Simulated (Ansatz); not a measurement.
Q: Each is relaxed and computed with PBE in the plane-wave PAW code Ansatz. Which is the only metal?
A. GePt, Pnma (Ge on 4c, Pt on 4c)
B. ZnGeP2, chalcopyrite
C. GeSe, P6_3mc (Ge on 2a, Ge on 2b, Se on 2a, Se on 2b)
D. ZnCu2GeS4, I-4 (Pearson symbol tI16)

A: A, GePt, Pnma (Ge on 4c, Pt on 4c). GePt: metal; GeSe: gap 0.78 eV (indirect); ZnCu2GeS4: gap 0.47 eV (direct); ZnGeP2: gap 1.14 eV (indirect). Constructed cells (a structure type filled with these elements, in neither database checked): GeSe, P6_3mc (Ge on 2a, Ge on 2b, Se on 2a, Se on 2b). Not the usual ambient phase: GeSe, P6_3mc (Ge on 2a, Ge on 2b, Se on 2a, Se on 2b). All cells were relaxed under the symmetry of their starts (and spin orders); stability against distortions was not tested throughout. Rows with no word on spin ran without spin polarisation. Spin–orbit coupling is left out wherever it is not named.

Potentials: the later of the program's two PAW sets.
